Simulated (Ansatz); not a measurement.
## SiC: excitons and shallow donors from band masses and screening

These are results of DFT r2SCAN, scalar-relativistic, plane waves, PAW (Ansatz), not measurements.

Settings: cutoff 500 eV, Γ-centred mesh 10×10×10 on the computed 2-atom cell, Gaussian smearing of 0.02 eV; no spin polarisation.

Relaxed cell: F-43m, a = 4.356 Å, b = 4.356 Å, c = 4.356 Å, α = 90.00°, β = 90.00°, γ = 90.00°, 2 atoms in the primitive cell.

The calculation gives a Kohn–Sham gap of 1.71 eV, an electron mass of 0.288 mₑ and a hole mass of 0.475 mₑ (harmonic means over x, y, z and over the bands degenerate at each edge), and ε∞ = 6.54 (independent particles, mean of the diagonal).

Question: Estimate the binding energy and radius of a Wannier–Mott exciton and of a shallow donor, and say whether the hydrogenic model can hold.

Answer: The reduced mass is μ = mₙmₕ/(mₙ + mₕ) = 0.179 mₑ, with mₙ and mₕ the band masses. With E_b = 13.606 eV × μ/ε² and a = 0.529 Å × ε/μ (μ in mₑ) the exciton has E_b = 57 meV and a = 19.3 Å. For a donor μ is the electron mass: 92 meV and 12.0 Å. The exciton's radius is 6 times the shortest lattice vector (3.08 Å), so the continuum picture is reasonable. In a polar crystal the ions screen too, so a state bound more weakly than an optical phonon feels the larger static constant, which lowers the energy and widens the orbit. The other way, the small Kohn–Sham gap and the missing local fields make ε∞ too large and the masses tend to be too light, which underbinds. The edges lie at different points of the zone, so the exciton is indirect.